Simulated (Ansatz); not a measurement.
## Kick test of a cell of Zr2B3

It was reached by relaxing an invented guess, and it needn't be the stable form of this composition.

Level of theory: Ansatz, DFT PBE, scalar-relativistic, plane waves, PAW. Cutoff 420 eV; k points 12×12×6 on the computed 5-atom cell (Γ-centred); Gaussian smearing, width 0.10 eV; no spin polarisation.

The cell below (5 atoms, space group P6/mmm (No. 191)) is relaxed within its symmetry.

```cif
data_structure
_symmetry_space_group_name_H-M 'P 1'
_symmetry_Int_Tables_number 1
_cell_length_a 3.5859
_cell_length_b 3.5859
_cell_length_c 6.5745
_cell_angle_alpha 90.000
_cell_angle_beta 90.000
_cell_angle_gamma 120.000
_cell_volume 73.21
loop_
_atom_site_label
_atom_site_type_symbol
_atom_site_fract_x
_atom_site_fract_y
_atom_site_fract_z
_atom_site_occupancy
Zr1 Zr 0.00000 0.00000 0.25020 1
Zr2 Zr 0.00000 0.00000 0.74980 1
B1 B 0.50000 0.00000 0.50000 1
B2 B 0.00000 0.50000 0.50000 1
B3 B 0.50000 0.50000 0.50000 1
```

For the test a repeat of it with 10 atoms (edges 3.59, 3.59, 13.15 Å) was strained at random (σ = 1.5 % a component), the atoms were moved at random (σ = 0.05 Å), and all was relaxed again on a coarse 6×6×2 mesh (in the run’s order of axes) with 0.20 eV smearing, with no symmetry imposed.

Task: What happens?

Result: It doesn't return. The energy falls by 206 meV/atom on that mesh, the volume changes by -11.4 %, and the end has space group R-3m (No. 166) at a loose tolerance. Relaxed again on a 12×12×12 mesh with 0.10 eV smearing, the new structure lies 197 meV/atom below the first (mesh in the axes of the run's cell; the cell below is made exact in the group named). Space group R-3m (No. 166), trigonal, a = 3.454 Å, c = 18.876 Å. Around Zr lie 6 B at 2.57 Å and 3 Zr at 3.19 Å; B is surrounded by 4 B at 1.73 Å and 4 Zr at 2.57 Å.

```
Zr B
1.0
     1.72681    0.99697    6.29197
    -1.72681    0.99697    6.29197
     0.00000   -1.99395    6.29197
Zr B
2 3
Direct
  0.39938 0.39938 0.39938
  0.60062 0.60062 0.60062
  0.00000 0.50000 0.00000
  0.00000 0.00000 0.50000
  0.50000 0.00000 0.00000
```
